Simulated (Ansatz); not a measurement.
**W (fcc): energy against volume**

These are results of Ansatz, DFT, PBEsol, plane waves (420 eV) with PAW, scalar-relativistic, not measurements. The PAW files were generated under PBE, with cores re-solved for the functional.

The cell is scaled uniformly from the relaxed one, with fractional coordinates and shape fixed. Energies are extrapolated to zero smearing, pressures are those at the given smearing. Magnetic state: spin not included.

A Birch-Murnaghan fit gives V₀ = 15.96 Å³/atom, B₀ = 301 GPa, B₀′ = 4.1.

Task: What are the energy above the minimum and the pressure at 14.073 Å³/atom?

Result: 258.1 meV/atom and 49.15 GPa as computed.

Task: What are the energy above the minimum and the pressure at 15.352 Å³/atom?

Result: 23.0 meV/atom and 12.91 GPa as computed.

Task: What are the energy above the minimum and the pressure at 16.632 Å³/atom?

Result: 24.9 meV/atom and -11.16 GPa as computed.
